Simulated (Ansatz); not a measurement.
Values for one crystal, relaxed and computed with DFT-PBEsol in the program Ansatz with PAW potentials; other levels are named.

- Volume per atom: 20.97 Å³
- Electronic character: metallic (no gap)
- Debye temperature from the elastic constants: 150 K
- Zone-centre stability: unstable, softest mode 24i cm⁻¹
- Density of states at the Fermi level: 0.15 states/eV per atom (mean over ±0.08 eV)
- Elastic constants (relaxed ions, GPa): C11 = 131, C12 = 93.0, C44 = 28.1
- Mechanical stability: stable (all eigenvalues of C positive)

Problem. Pick the material that matches.
A) LiAu3, Cu3Au type
B) SnAu5, R32 (Sn on 3a, Au on 6c, Au on 9e)
C) PbAu2, cubic Laves (MgCu2 type)
D) Ag3Au, Cu3Au type

Solution. C, PbAu2, cubic Laves (MgCu2 type)

Space group Fd-3m (cubic Laves (MgCu2 type)). The workflow started from a Materials Project entry (that database holds measured and hypothetical structures alike); the Crystallography Open Database files this formula in space group No. 227, but the cells were not matched. Its standing as an ambient phase is unchecked. The cell was relaxed with PBEsol under the symmetry of its start; phonons show weakly imaginary modes. As this level gives no gap, shear constants depend on the k-mesh and smearing (Fermi–Dirac, 0.1 eV here). As this level gives no gap, phonon frequencies hold no LO–TO term and depend on the k-mesh and smearing (Fermi–Dirac, 0.1 eV here). Scalar-relativistic: spin–orbit coupling is off unless named, which matters more the heavier the elements.

Potentials: the later of the program's two PAW sets.
